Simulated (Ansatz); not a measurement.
**Relaxing BiTe in the rocksalt structure**

**The experiment.** The Crystallography Open Database holds a cell as deposited of cubic BiTe (space group Fm-3m), temperature not stated (1963): a = 6.470 Å, 33.85 Å³/atom.

Method: PBEsol, scalar-relativistic; no spin polarisation; PAW, 420 eV, 8×8×8 k-mesh, Gaussian smearing of 0.05 eV; code Ansatz; PAW files: Ansatz's generated set soft_2.

The start was a prototype's sites filled with these elements; the Crystallography Open Database holds the compound in this structure.

Starting cell, 1 % over the database's volume:

```xyz
2
Lattice="0.0000 3.2457 3.2457 3.2457 0.0000 3.2457 3.2457 3.2457 0.0000" Properties=species:S:1:pos:R:3 pbc="T T T"
Bi    3.2457    3.2457    3.2457
Te    0.0000    0.0000    0.0000
```

The first steps of the search for zero pressure:

| run | level | k-mesh | kind | V (Å³/atom) | P (GPa) | gap on the mesh (eV) |
| --- | --- | --- | --- | --- | --- | --- |
| 1 | PBEsol | 8×8×8 | fixed cell | 34.19 | -2.3 | metal |

**Question.** At which volume does PBEsol reach zero pressure?

**Answer.** 32.60 Å³/atom, about 4.7 % under the start.

The steps that followed:

| run | level | k-mesh | kind | V (Å³/atom) | P (GPa) | E − E(final) (meV/atom) | gap on the mesh (eV) |
| --- | --- | --- | --- | --- | --- | --- | --- |
| 2 | PBEsol | 8×8×8 | fixed cell | 33.67 | -1.6 | 5.6 | metal |
| 3 | PBEsol | 8×8×8 | fixed cell | 32.60 | 0.0 | 0.0 | metal |

Cell and atoms are those of this level's equilibrium.

The final structure (symmetry read at 0.01 Å). It takes space group Fm-3m (No. 225, cubic). The conventional cell has a = 6.389 Å, b = 6.389 Å, c = 6.389 Å, α = 90.00°, β = 90.00°, γ = 90.00°. Bi (site symmetry m-3m) is surrounded by 6 Te at 3.19 Å. Te (site symmetry m-3m) has 6 Bi at 3.19 Å as nearest neighbours. (Shells end 15 % past the nearest neighbour.)

```csv
atom,site,symmetry,x,y,z
Bi,4b,m-3m,0.5000,0.0000,0.0000
Te,4a,m-3m,0.0000,0.0000,0.0000
```

- At the final geometry the gap, band path included, is zero (metallic).
- The equation of state gives B0 = 55 GPa.
- Against the elements' standard states, run alike and uncorrected, the formation energy is -0.08 eV/atom.

**Why it comes out so.**

With 31 valence electrons in the calculation's cell and no magnetic order, the bands, two electrons each, can't all be full or empty: band theory demands a metal.

**Against experiment.** PBEsol gives 6.389 Å and 32.60 Å³/atom, −3.7 % in volume (−1.3 % in length) from the database's cell. That is a large miss for PBEsol, or the entry is off. Spin–orbit coupling, left out, also moves the volume of such heavy elements' compounds.

Spin–orbit coupling, which matters for such heavy elements, is left out. Spin polarisation wasn't tried.
